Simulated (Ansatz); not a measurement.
Si:
```cif
data_Si4
_chemical_formula_sum 'Si4'
_space_group_name_H-M_alt 'P 1'
_space_group_IT_number 1
_cell_length_a 5.53121
_cell_length_b 5.53121
_cell_length_c 5.53121
_cell_angle_alpha 109.471
_cell_angle_beta 109.471
_cell_angle_gamma 109.471
loop_
_space_group_symop_operation_xyz
  'x, y, z'
loop_
_atom_site_label
_atom_site_type_symbol
_atom_site_fract_x
_atom_site_fract_y
_atom_site_fract_z
_atom_site_occupancy
Si1 Si 0.25000 0.25000 0.25000 1
Si2 Si 0.50000 0.00000 0.25000 1
Si3 Si 0.00000 0.25000 0.50000 1
Si4 Si 0.25000 0.50000 0.00000 1
```

Relaxed with r²SCAN.

Question: Which orbitals make up the states near the Fermi level in DFT-r²SCAN in the program Ansatz with PAW potentials?

Answer: Within 0.5 eV of the Fermi level: Si 3p 89 %, Si 3s 8 %. Projections are on Löwdin-orthogonalised atomic valence shells; empty p or d shells of many metals are not among them.

Question: Tabulate the density of states.

Answer: States/eV per cell of 4 atoms, in 0.25 eV bins, energy from the Fermi level.

| E (eV) | total | Si 3p | Si 3s |
|---|---|---|---|
| -7.85 | 0.65 | 0.29 | 0.36 |
| -7.60 | 0.75 | 0.35 | 0.40 |
| -7.35 | 0.94 | 0.45 | 0.47 |
| -7.10 | 1.32 | 0.66 | 0.64 |
| -6.85 | 2.40 | 1.24 | 1.12 |
| -6.60 | 1.38 | 0.74 | 0.62 |
| -6.35 | 0.21 | 0.12 | 0.08 |
| -6.10 | 0.04 | 0.02 | 0.02 |
| -5.85 | 0.12 | 0.07 | 0.05 |
| -5.60 | 0.39 | 0.24 | 0.14 |
| -5.35 | 1.10 | 0.72 | 0.37 |
| -5.10 | 1.59 | 1.07 | 0.50 |
| -4.85 | 1.54 | 1.07 | 0.45 |
| -4.60 | 1.00 | 0.72 | 0.26 |
| -4.35 | 0.76 | 0.58 | 0.17 |
| -4.10 | 0.61 | 0.49 | 0.11 |
| -3.85 | 0.53 | 0.46 | 0.06 |
| -3.60 | 3.95 | 3.84 | 0.04 |
| -3.35 | 3.36 | 3.28 | 0.03 |
| -3.10 | 2.42 | 2.36 | 0.03 |
| -2.85 | 5.27 | 5.16 | 0.05 |
| -2.60 | 1.32 | 1.29 | 0.01 |
| -2.35 | 0.00 | 0.00 | 0.00 |
| -2.10 | 0.00 | 0.00 | 0.00 |
| -1.85 | 0.00 | 0.00 | 0.00 |
| -1.60 | 0.00 | 0.00 | 0.00 |
| -1.35 | 0.00 | 0.00 | 0.00 |
| -1.10 | 1.06 | 0.96 | 0.08 |
| -0.85 | 2.97 | 2.69 | 0.22 |
| -0.60 | 3.77 | 3.45 | 0.24 |
| -0.35 | 3.76 | 3.36 | 0.31 |
| -0.10 | 4.97 | 4.32 | 0.52 |
| 0.15 | 2.94 | 2.65 | 0.21 |
| 0.40 | 3.35 | 3.07 | 0.18 |
| 0.65 | 1.03 | 0.95 | 0.04 |
| 0.90 | 0.17 | 0.16 | 0.00 |
| 1.15 | 0.31 | 0.29 | 0.01 |
| 1.40 | 1.95 | 1.77 | 0.06 |
| 1.65 | 2.42 | 2.17 | 0.11 |
| 1.90 | 1.55 | 1.34 | 0.11 |
| 2.15 | 0.77 | 0.61 | 0.11 |
| 2.40 | 0.65 | 0.43 | 0.16 |
| 2.65 | 0.96 | 0.47 | 0.39 |
| 2.90 | 5.08 | 1.74 | 2.27 |
| 3.15 | 1.30 | 0.49 | 0.53 |
| 3.40 | 0.61 | 0.23 | 0.23 |
| 3.65 | 0.29 | 0.10 | 0.10 |
| 3.90 | 1.63 | 0.92 | 0.28 |
| 4.15 | 4.13 | 2.30 | 0.42 |
| 4.40 | 4.05 | 2.02 | 0.43 |
| 4.65 | 3.90 | 1.84 | 0.46 |

Space group I4_132. The start of the workflow was typed in or built on a structure type; neither database checked (COD, Materials Project) lists it. It is not the phase usual at ambient conditions (space group No. 227). The r²SCAN relaxation kept the symmetry of its start. At this level the phase is mechanically unstable.

Potentials: the later of the program's two PAW sets.
